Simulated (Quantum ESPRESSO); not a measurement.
AlIn2GaP4 (made-up cell) (calculated)

Calculation on a made-up crystal cell, not a measurement, the moved input of one more run found from cubic fits through the family: the fits match the computed values on one interval only; periodic Kohn-Sham density functional theory in plane waves with PseudoDojo standard norm-conserving scalar-relativistic pseudopotentials, each functional with its own files (v0.5 for PBE, v0.4.1 for LDA and PBEsol), no spin polarisation, no spin-orbit coupling, atoms not relaxed, stress positive in tension, energies less a fixed whole-eV offset for each atom's element; levels are Kohn-Sham levels at fractions of this cell's reciprocal vectors, counted from the reference band (half the neutral cell's valence electrons, rounded up) at Gamma; error bars cover cutoff and k-mesh only, not smearing or the files; added strain carries the atoms with the cell, and shear is the tensor component; each bar is the largest change over components, and at least 0.002 eV, 0.002 eV per angstrom or 0.02 GPa; energies are for the whole cell, and the offsets were chosen from early runs and are not element reference energies. Program: Quantum ESPRESSO 7.5.

### AlIn2GaP4 (made-up cell)

Reference structure:
```
AlIn2GaP4
1.0
      5.6796    -0.0260     0.0619
     -0.0260     5.7813     0.0152
      0.0619     0.0152     5.7589
In Al Ga In P
1 1 1 1 4
Direct
  0.00798 -0.00395 -0.00395
  0.00160 0.50150 0.50304
  0.49795 -0.00080 0.49672
  0.49452 0.50056 0.00401
  0.26301 0.24602 0.25058
  0.25279 0.74960 0.73777
  0.75085 0.24694 0.75460
  0.74488 0.74997 0.24237
```

- lattice type: zincblende/diamond
- functional: pbe
- cutoff: 1088 eV
- fermi dirac smearing: 0.025 eV
- scf tolerance: 1e-07 eV
- electrons removed: 0
- moved input: added strain, uniform
- moved input in the structure shown: -0.0036
- further run stress yy: 0.61 GPa
- further run pressure: -0.34 GPa
- further run stress xx: -0.18 GPa
- further run stress zz: 0.58 GPa
- k mesh: 4 x 4 x 4, shifted by half a step
- structure shown: one run of the family, not the further run
- moved input of the further run: ?

Atoms:
| atoms element | atom site | atom energy offset (eV) |
| --- | --- | --- |
| In | 1 | -1808 |
| Al | 2 | -64 |
| Ga | 3 | -2080 |
| In | 4 | -1808 |
| P | 5 | -189 |
| P | 6 | -189 |
| P | 7 | -189 |
| P | 8 | -189 |

Family:
| moved input | stress yy (GPa) | pressure (GPa) | stress xx (GPa) | stress zz (GPa) |
| --- | --- | --- | --- | --- |
| -0.0209 | -4.67 | 4.9 | -5.39 | -4.63 |
| -0.0187 | -4.07 | 4.31 | -4.8 | -4.05 |
| -0.0081 | -1.45 | 1.71 | -2.22 | -1.46 |
| -0.0058 | -0.94 | 1.2 | -1.71 | -0.95 |
| -0.0036 | -0.46 | 0.72 | -1.24 | -0.48 |
| 0.0194 | 3.71 | -3.41 | 2.89 | 3.64 |

To be estimated
1. AlIn2GaP4 (made-up cell): moved input of the further run?

Answers
1. 0.0016

Further results for AlIn2GaP4 (made-up cell):

* interval low: 0.001305
* interval high: 0.00189
* energy against integrated force or stress: 0.001379 eV
* error bar energy: 0.007129 eV
* error bar stress: 0.02 GPa
